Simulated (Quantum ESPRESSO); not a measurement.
Space group I4/mcm (No. 140); a = b = 5.5223 Å, c = 7.8453 Å, α = β = γ = 90.00°

```tsv
atom	site	symmetry	x	y	z
O	8h	m.2m	0.2290	0.2710	0.0000
O	4a	422	0.0000	0.0000	0.2500
Ti	4c	4/m..	0.0000	0.0000	0.0000
Sr	4b	-42m	0.0000	0.5000	0.2500
```
(The calculation used a cell of 10 atoms; values per cell refer to that cell.)

The geometry is that of Materials Project entry mp-4651, symmetrised and not relaxed again.

Task: What does PBEsol (Quantum ESPRESSO, PseudoDojo norm-conserving, 84 Ry, without SOC) give for the electronic structure near the Fermi level?

Result: The PBEsol gap is 1.93 eV and nearly direct: the edges lie at 25 % of the way from Γ to X and Γ, the smallest direct gap within 0.02 eV of it. Another valence extremum on the path lies within 0.02 eV, too close to call. 

This is not the ordinary phase of the substance.
